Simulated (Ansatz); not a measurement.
## Ansatz 0.2.0, settings compared: BAuCl

Run with:

```bash
ansatz run input.yaml --threads 1 --pin off --max-ram 2560MiB --backend cpu --events-out ev --progress --plain --runs-dir out
```

The input file (Ansatz 0.2.0, plane waves):

```yaml
crystal:
  lattice:
    - [3.890847, 0.0, 0.0]
    - [-1.945423, 3.369574, 0.0]
    - [0.0, 0.0, 3.803166]
  atoms:
    - { symbol: Au, position: [0.6667, 0.3333, 0.5] }
    - { symbol: Cl, position: [0.0, 0.0, 0.0] }
    - { symbol: B, position: [0.3333, 0.6667, 0.5] }
  symmetry: { tolerance: 0.0003 }
kpoints:
  mp_grid: { grid: [5, 5, 5], shift: [0, 0, 0] }
magnetization:
  spin_polarized: false
scf:
  occupations: { method: fermi_dirac }
hamiltonian:
  pseudopotentials: { kind: paw }
  xc: pbe
basis:
  ecutwfc: 420
output:
  forces: true
  stress: true
  eigenvalues: true
relax:
  max_steps: 40
  cell: {}
```

Origin of the cell: a known structure type with other elements, at an estimated volume, so it need not be a known compound.

The smearing width isn't typed, so it takes its default of 0.1 eV.

Output of this run (shortened):

```
Warning: the atoms were moved onto the symmetric positions of the space group found under crystal.symmetry.tolerance 3.0e-4 (fractional; no operation is sought that the atoms, as they stand i […]
Pseudopotentials: kind: paw
Pseudopotential: Au, paw, valence charge 19, recommended cutoff 420 eV (normal), Au.paw.azcp
Pseudopotential: Cl, paw, valence charge 7, recommended cutoff 420 eV (normal), Cl.paw.azcp
Pseudopotential: B, paw, valence charge 3, recommended cutoff 420 eV (normal), B.paw.azcp
Functional definition: PBE
  exchange = pbe_x(kappa = kappa, mu = beta*pi^2/3)
  correlation = pbe_c(beta = beta)
Crystal: 3 atoms, lattice volume = 49.861 Å³
Basis set: ecut = 420 eV, 985 PW (Γ), exchange–correlation on 54×54×54 points (8 copies of the dense FFT grid, shifted against one another)
Bands: 19, of which v1, the nominal top of the filled ones, is band 15 counted from 1 (14 counted from 0)
Symmetry: 12 space group operations
[… 8 lines left out …]
Initial density: superposition of atomic densities (neutral atoms: chi_scale 0, normalization atom), corrected by the library's trained network
Functional: x = pbe(κ = 0.804, μ = 0.219515), c = pbe(β = 0.066725)
SCF iter   1: F=—  HF=-14382.065481 eV  Δρ=7.49e-3  dr2=4.03e-2
SCF iter   2: F=—  HF=-14382.057912 eV  Δρ=3.06e-3  dr2=4.86e-3
SCF iter   3: F=—  HF=-14382.057013 eV  Δρ=1.21e-3  dr2=7.26e-4
SCF iter   4: F=—  HF=-14382.056866 eV  Δρ=2.33e-4  dr2=4.64e-5
SCF iter   5: F=—  HF=-14382.056874 eV  Δρ=7.78e-5  dr2=3.81e-6
SCF iter   6: F=—  HF=-14382.056875 eV  Δρ=1.98e-5  dr2=1.72e-7
SCF iter   7: F=-14382.056875 eV  HF=-14382.056875 eV  Δρ=4.90e-6  dr2=1.09e-8
relax step   1: F+E_penalty+E_count = -14382.056875 eV  Δ(F+E_penalty+E_count) = +0.000e0 eV  max|allowed force component| = 7.401e-17 eV/Å  Δτ_max = 0.0000 Å  P = +3.977 GPa  Ω = 49.861 Å³ […]
relax step   2: F+E_penalty+E_count = -14382.262033 eV  Δ(F+E_penalty+E_count) = -2.052e-1 eV  max|allowed force component| = 1.264e-16 eV/Å  Δτ_max = 0.0000 Å  P = +1.282 GPa  Ω = 51.790 Å³ […]
relax step   3: F+E_penalty+E_count = -14382.454551 eV  Δ(F+E_penalty+E_count) = -1.925e-1 eV  max|allowed force component| = 1.172e-16 eV/Å  Δτ_max = 0.0000 Å  P = +2.450 GPa  Ω = 51.746 Å³ […]
relax step   4: F+E_penalty+E_count = -14382.570620 eV  Δ(F+E_penalty+E_count) = -1.161e-1 eV  max|allowed force component| = 2.683e-16 eV/Å  Δτ_max = 0.0000 Å  P = +1.240 GPa  Ω = 52.992 Å³ […]
relax step   5: F+E_penalty+E_count = -14382.630644 eV  Δ(F+E_penalty+E_count) = -6.002e-2 eV  max|allowed force component| = 1.372e-16 eV/Å  Δτ_max = 0.0000 Å  P = +0.813 GPa  Ω = 53.798 Å³ […]
[… 2 lines left out …]
relax step   8: F+E_penalty+E_count = -14382.669557 eV  Δ(F+E_penalty+E_count) = -3.301e-2 eV  max|allowed force component| = 1.449e-16 eV/Å  Δτ_max = 0.0000 Å  P = +0.917 GPa  Ω = 54.444 Å³  stress off target by 2.49e0 GPa […]
relax step   9: F+E_penalty+E_count = -14382.680445 eV  Δ(F+E_penalty+E_count) = -1.089e-2 eV  max|allowed force component| = 3.454e-16 eV/Å  Δτ_max = 0.0000 Å  P = +0.401 GPa  Ω = 55.166 Å³ […]
relax step  10: F+E_penalty+E_count = -14382.683393 eV  Δ(F+E_penalty+E_count) = -2.947e-3 eV  max|allowed force component| = 7.710e-17 eV/Å  Δτ_max = 0.0000 Å  P = +0.066 GPa  Ω = 55.747 Å³ […]
relax step  11: F+E_penalty+E_count = -14382.683383 eV  Δ(F+E_penalty+E_count) = +9.768e-6 eV  max|allowed force component| = 9.560e-17 eV/Å  Δτ_max = 0.0000 Å  P = -0.006 GPa  Ω = 55.816 Å³ […]
relax step  12: F+E_penalty+E_count = -14382.683774 eV  Δ(F+E_penalty+E_count) = -3.915e-4 eV  max|allowed force component| = 2.930e-16 eV/Å  Δτ_max = 0.0000 Å  P = -0.010 GPa  Ω = 55.816 Å³  stress off target by 1.63e-2 GPa […]
SCF 12 converged in 6 iterations: F = -14382.683774 eV  dr2 = 1.40e-12
basis re-selected at this cell: Δ(F+E_penalty+E_count) = -3.915e-4 eV, ΔP = -0.004 GPa vs the last step (what re-selecting the basis moved, of the pressure what is left beyond the Pulay corre […]
SCF converged after 6 iterations
Free energy (F): -14382.683774 eV
Harris-Foulkes:  -14382.683774 eV  (|F-HF|=9.09e-12)
Internal energy: -14382.646279 eV  (E = F + TS)
E sigma→0 (E₀):  -14382.665027 eV
Entropy (-TS):   -0.037495 eV (-12.498 meV/atom)
Fermi energy:    7.911159 eV
--- Per-component energies (eV) ---
  E_band       = -428.209259
  E_kinetic    = 802.062360
  E_local      = -3098.821350  (includes V_loc(G=0)·N_el)
  E_nonlocal   = 114.409872
  E_hartree    = 1271.901615
  E_xc         = -363.651317
  E_vxc        = -430.541780  (∫ρ·V_xc dr)
  E_paw        = -10442.726564  (= ΣΔE_a)
  E_vpaw       = -359.123148  (= ΣTr[D̂ρ^β])
  E_aug_tail   = 0.001511  (compensation charges beyond the density's cutoff)
  E_ewald      = -2665.822407
  E_smearing   = -0.037495  (= −TS)
  Σ components = -14382.683774   (vs F -14382.683774, Δ=0.00e0)
--- Forces (eV/Å), atoms counted from 1 ---
  atom   1  Au     0.000000     0.000000     0.000000
  atom   2  Cl    -0.000000     0.000000     0.000000
  atom   3  B      0.000000    -0.000000     0.000000
  max |Σ_I F_I| component: 4.53e-16 eV/Å
--- Stress (GPa, compression-positive) ---
       -0.016322      -0.000000      -0.000000
       -0.000000      -0.016322       0.000000
       -0.000000       0.000000       0.002001
  P = ⅓ Tr σ = -0.0102 GPa (-0.102 kbar)
--- Relaxed structure (10 steps of the walk, 10 accepted, 2 SCFs on fresh bases) ---
  F+E_penalty+E_count = -14382.683774 eV   max|allowed force component| = 2.930e-16 eV/Å   (the final SCF, on the basis selected at the relaxed cell)
  cell:  # Å, volume = 55.8164 Å³
    - [3.668340, -2.721e-7, -1.455e-17]
    - [-1.834170, 3.176876, 7.277e-18]
    - [-1.422e-17, 0.0, 4.789519]
  atoms:
    - { symbol: Au, position: [0.666667, 0.333333, 0.500000] }
    - { symbol: Cl, position: [0.0, 0.0, 0.0] }
    - { symbol: B, position: [0.333333, 0.666667, 0.500000] }
```

The same input was run again with these changes:

1. `hamiltonian.hubbard` default → { sites: [{ species: Au, l: d, u_eff: 5.0 }], double_counting: amf }; `scf.initial_density.chi_scale` default → 0.0; `basis.ecutwfc` 420 → "500 eV"
2. `scf.convergence.dr2_threshold` default → 1.0e-11; `accuracy` default → medium
3. `hamiltonian.dispersion` default → d3bjatm; `scf.occupations.method` fermi_dirac → cold; `scf.occupations.width` default → 0.001
4. `crystal.symmetry` { tolerance: 0.0003 } → { detect: false }

| run | end | SCF iterations | volume (Å³/atom) | max force component (eV/Å) | gap on mesh (eV) | moment (μB) | ΔE(σ→0) (meV/atom) |
| --- | --- | --- | --- | --- | --- | --- | --- |
| base | converged | 77 | 18.61 | 0.000 | – | – | 0 |
| 1 | converged | 78 | 18.61 | 0.000 | – | – | – |
| 2 | converged | 110 | 18.61 | 0.000 | – | – | 0.00 |
| 3 | converged | 69 | 17.96 | 0.000 | – | – | – |
| 4 | converged | 216 | 20.69 | 0.001 | – | – | -730.90 |

Energies are compared only where functional, datasets, charge and starting cell are the same.

Run 4 relaxed to another structure than the base run, so its differences aren't those of the setting alone.

Caveats of the base run: no dispersion correction, so spacings can come out too large where layers or molecules are weakly bound; no moments, though an odd count or open d shells may carry them; no spin-orbit coupling, though heavy elements are present; the k mesh is coarse if the cell is a metal; the relaxation held the start's symmetry, so the end may be a saddle point.

Run 4: the program displaced the start to leave a saddle point.

The base run ran for 25 s on 1 thread of Arm Neoverse V1 (shared host), peak memory 0.31 GiB, from the program's own first density.
